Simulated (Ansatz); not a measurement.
**Property card of a BeBr sheet**

It was reached by relaxing an invented guess, and it needn't be the stable form of this composition.

Computed with DFT PBE, scalar-relativistic, plane waves, PAW in Ansatz 0.2.0. Settings: cutoff 420 eV, Γ-centred mesh 10×10×1 on the computed 4-atom cell, Gaussian smearing of 0.10 eV; no spin polarisation.

This is a two-dimensional sheet: the third axis spans vacuum and isn't periodic.

```
CELL_PARAMETERS angstrom
4.60723 0.00000 0.00000
0.00000 4.60723 0.00000
0.00000 0.00000 26.98150
ATOMIC_POSITIONS crystal
Be 0.50000 0.00000 0.28396
Be 0.00000 0.50000 0.28396
Br 0.00000 0.00000 0.25131
Br 0.50000 0.50000 0.31660
```

Formation energies are uncorrected and refer to the elements' standard structures at the same level. The references include crystalline Br.

```
Layer group                            : p4/nmm (No. 64)
In-plane cell                          : a = 4.607 Å, b = 4.607 Å, γ = 90.0°
Area per atom                          : 5.31 Å²
Thickness between the outermost nuclei : 1.76 Å
Formation energy                       : +0.56 eV/atom
Band gap over mesh and path            : none (metal or semimetal)
Density of states at the Fermi level   : 2.2 states/eV per cell
Bader charges (e)                      : Be1 1.18, Be2 1.18, Br3 -1.18, Br4 -1.18
```

Levels along Γ–X–M–Γ, in eV from the Fermi level, sorted by energy at each point. Points in fractions of the primitive reciprocal vectors: Γ (0.000 0.000 0.000), X (0.000 0.500 0.000), M (0.500 0.500 0.000).
| point | k (1/Å, with 2π) | band 6 | band 7 | band 8 | band 9 | band 10 | band 11 | band 12 |
| --- | --- | --- | --- | --- | --- | --- | --- | --- |
| Γ | 0.000 | -5.43 | -5.41 | -5.41 | -1.48 | -0.89 | 0.66 | 1.56 |
| - | 0.097 | -5.43 | -5.39 | -5.38 | -1.40 | -0.80 | 0.64 | 1.53 |
| - | 0.195 | -5.50 | -5.33 | -5.30 | -1.18 | -0.58 | 0.60 | 1.47 |
| - | 0.292 | -5.62 | -5.27 | -5.20 | -0.88 | -0.32 | 0.62 | 1.46 |
| - | 0.390 | -5.78 | -5.20 | -5.11 | -0.60 | -0.17 | 0.83 | 1.62 |
| - | 0.487 | -5.97 | -5.13 | -5.05 | -0.45 | -0.16 | 1.32 | 1.99 |
| - | 0.585 | -6.18 | -5.08 | -5.03 | -0.38 | -0.23 | 2.03 | 2.49 |
| X | 0.682 | -6.39 | -5.04 | -5.04 | -0.31 | -0.31 | 2.82 | 2.82 |
| - | 0.779 | -6.39 | -5.03 | -5.03 | -0.23 | -0.23 | 2.75 | 2.75 |
| - | 0.877 | -6.37 | -5.02 | -5.02 | 0.00 | 0.00 | 2.49 | 2.49 |
| - | 0.974 | -6.30 | -5.05 | -5.05 | 0.39 | 0.39 | 2.30 | 2.30 |
| - | 1.071 | -6.20 | -5.14 | -5.14 | 0.88 | 0.88 | 2.21 | 2.21 |
| - | 1.169 | -6.05 | -5.28 | -5.28 | 1.39 | 1.39 | 2.26 | 2.26 |
| - | 1.266 | -5.87 | -5.46 | -5.46 | 1.69 | 1.69 | 2.57 | 2.57 |
| M | 1.364 | -5.73 | -5.60 | -5.60 | 1.76 | 1.76 | 2.82 | 2.82 |
| - | 1.502 | -5.71 | -5.59 | -5.28 | 1.60 | 1.67 | 2.39 | 2.47 |
| - | 1.639 | -5.65 | -5.56 | -5.01 | 1.16 | 1.42 | 1.52 | 1.92 |
| - | 1.777 | -5.57 | -5.52 | -4.91 | 0.60 | 0.75 | 0.97 | 1.60 |
| - | 1.915 | -5.49 | -5.47 | -4.99 | -0.23 | 0.36 | 0.56 | 1.44 |
| - | 2.053 | -5.44 | -5.43 | -5.17 | -0.89 | -0.26 | 0.55 | 1.43 |
| - | 2.190 | -5.41 | -5.40 | -5.35 | -1.32 | -0.71 | 0.62 | 1.51 |
| Γ | 2.328 | -5.43 | -5.41 | -5.41 | -1.48 | -0.89 | 0.66 | 1.56 |

The last run used a 10×10×1 mesh for its 4-atom cell and Gaussian smearing of 0.10 eV. The cell is a metal run without spin; a magnetic state may lie lower. The reference form of Br is held partly by dispersion forces, which this level lacks.
